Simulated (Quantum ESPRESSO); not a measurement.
```cif
data_LiNaS2Zn
_chemical_formula_sum 'Li1 Na1 S2 Zn1'
_space_group_name_H-M_alt 'P 1'
_space_group_IT_number 1
_cell_length_a 3.98206
_cell_length_b 3.98206
_cell_length_c 6.82385
_cell_angle_alpha 90.000
_cell_angle_beta 90.000
_cell_angle_gamma 120.000
loop_
_space_group_symop_operation_xyz
  'x, y, z'
loop_
_atom_site_label
_atom_site_type_symbol
_atom_site_fract_x
_atom_site_fract_y
_atom_site_fract_z
_atom_site_occupancy
Li1 Li 0.33333 0.66667 0.35665 1
Na1 Na 0.00000 0.00000 0.02616 1
S1 S 0.33333 0.66667 0.73381 1
S2 S 0.66667 0.33333 0.27174 1
Zn1 Zn 0.66667 0.33333 0.61163 1
```

The geometry is that of Materials Project entry mp-1220972, symmetrised and not relaxed again.

Q: What does norm-conserving PBEsol (Quantum ESPRESSO, 88 Ry, no spin-orbit coupling) give for the electronic structure near the Fermi level?

A: The PBEsol gap is direct, 1.70 eV at Γ. 

The structure is a Materials Project entry; no match was found in the copy of COD used, and its stability was not checked.
